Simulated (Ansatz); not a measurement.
Consider the following.

ZrSeS:
```
ZrSeS
1.0
    3.64680     0.00000     0.00000
   -1.82340     3.15822     0.00000
    0.00000     0.00000     5.81575
Zr Se S
1 1 1
Cartesian
  0.00000   0.00000   0.07762
  1.82340   1.05274   4.26308
  0.00000   2.10548   1.47505
```

This is the LDA-relaxed structure.

Question: All from the program Ansatz at the LDA level (PAW), unless another level is named. Estimate the band gap.

Answer: 0.25 eV (indirect).

Question: Next, the electron effective mass?

Answer: 0.23, 0.52, 2.7 mₑ (principal values).

Question: What about the conduction-band minimum?

Answer: at L (3 equivalent valleys).

Question: Give the valence-band maximum.

Answer: at Γ.

Space group P3m1. The workflow started from a Materials Project entry (that database holds measured and hypothetical structures alike); the Crystallography Open Database copy checked does not list it. With Se and S taken as one species the cell has the higher symmetry P-3m1, so it may be an ordered model of a mixed-site phase. Its standing as an ambient phase is unchecked. Symmetry was held in the LDA relaxation; its stability against distortions is not shown here. The run is not spin-polarised. A crystal of weakly bound layers computed without a dispersion correction: the cell and the soft elastic constants depend strongly on that. Scalar-relativistic: spin–orbit coupling is off unless named, which matters more the heavier the elements.

Potentials: the later of the program's two PAW sets.
